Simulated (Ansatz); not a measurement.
Sn (beta-Sn type, space group I4_1/amd)

```cif
data_Sn2
_chemical_formula_sum 'Sn2'
_space_group_name_H-M_alt 'P 1'
_space_group_IT_number 1
_cell_length_a 4.50150
_cell_length_b 4.50150
_cell_length_c 4.50150
_cell_angle_alpha 97.314
_cell_angle_beta 97.314
_cell_angle_gamma 138.193
loop_
_space_group_symop_operation_xyz
  'x, y, z'
loop_
_atom_site_label
_atom_site_type_symbol
_atom_site_fract_x
_atom_site_fract_y
_atom_site_fract_z
_atom_site_occupancy
Sn1 Sn 0.75000 0.25000 0.50000 1
Sn2 Sn 0.00000 0.00000 0.00000 1
```

This relaxed cell (volume V₀) is scaled evenly in all directions, its shape held. Symmetry pins the atoms to their sites.

All values below come from PBE (plane waves to 420 eV, PAW, scalar-relativistic; Ansatz, a quantum-chemistry and plane-wave program). k mesh 16×16×16 (Γ-centred), Fermi-Dirac smearing 0.05 eV. E stands for the smeared free energy. Sn was relaxed with its symmetry unable to fall. The PAW data are Ansatz's earlier set. The zero of ΔE is the relaxed starting cell.

Problem. Predict the ΔE (meV/atom) at V/V₀ = 0.840, 0.880, 0.920, 0.960, 1.040, 1.160.

Solution. 
```tsv
V/V₀	ΔE (meV/atom)
0.840	152
0.880	78
0.920	32
0.960	7
1.040	6
1.160	81
```

(Under strain, the slope of the energy per volume gives the stress and its curvature an elastic modulus.)
